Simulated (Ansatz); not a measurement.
Theory: DFT PBE, scalar-relativistic, plane waves, PAW in Ansatz 0.2.0. All cells share a 420 eV cutoff and Γ-centred k meshes spaced at most about 0.3 Å⁻¹ (about 0.25 or finer for metals, 2π included). Collinear spin in cells that started with moments and kept them past the coarse steps, no spin elsewhere.

These are static total energies at zero pressure.

Two forms of GeIrRu3 were relaxed alike.

A. (site moments Ru 0.8 (×3); Ir 0.2 μB)

Space group P6/mmm (No. 191). a = 5.191 Å, b = 5.191 Å, c = 4.689 Å, α = 90.00°, β = 90.00°, γ = 120.00°
```tsv
atom	site	symmetry	x	y	z
Ge	1b	6/mmm	0.0000	0.0000	0.5000
Ru	3f	mmm	0.5000	0.0000	0.0000
Ir	1a	6/mmm	0.0000	0.0000	0.0000
```

B. (no spin)

Space group P6/mmm (No. 191). a = 5.033 Å, b = 5.033 Å, c = 4.575 Å, α = 90.00°, β = 90.00°, γ = 120.00°
| atom | site | symmetry | x | y | z |
| --- | --- | --- | --- | --- | --- |
| Ge | 1a | 6/mmm | 0.0000 | 0.0000 | 0.0000 |
| Ru | 3f | mmm | 0.5000 | 0.0000 | 0.0000 |
| Ir | 1b | 6/mmm | 0.0000 | 0.0000 | 0.5000 |

Question: Which placement of the atoms is lower in energy, and by how much?

Answer: A is lower, by 178 meV/atom. The two share one framework of sites and differ in which element sits where. A has space group P6/mmm (No. 191), 21.9 Å³/atom and no gap on its mesh; B has space group P6/mmm (No. 191), 20.1 Å³/atom and no gap. Counting Ir or Ru atoms around Ge (for each partner element, those within 1.25 times its shortest distance or 1.15 times the sum of covalent radii, where it is the nearest in units of that sum or under 1.3), A has Ge 2 and B has Ge 8. Their magnetic states differ too, which can make part of the margin. The lower one is the more open, so pressure narrows the difference. Even the lower one lies +1.24 eV/atom against the reference forms of the elements (uncorrected), so neither is stable at this level. Both come from invented guesses.

These runs have no spin–orbit coupling, which can matter for Ir. Another magnetic order may lie lower. Cells relaxed within their symmetry can be saddle points.
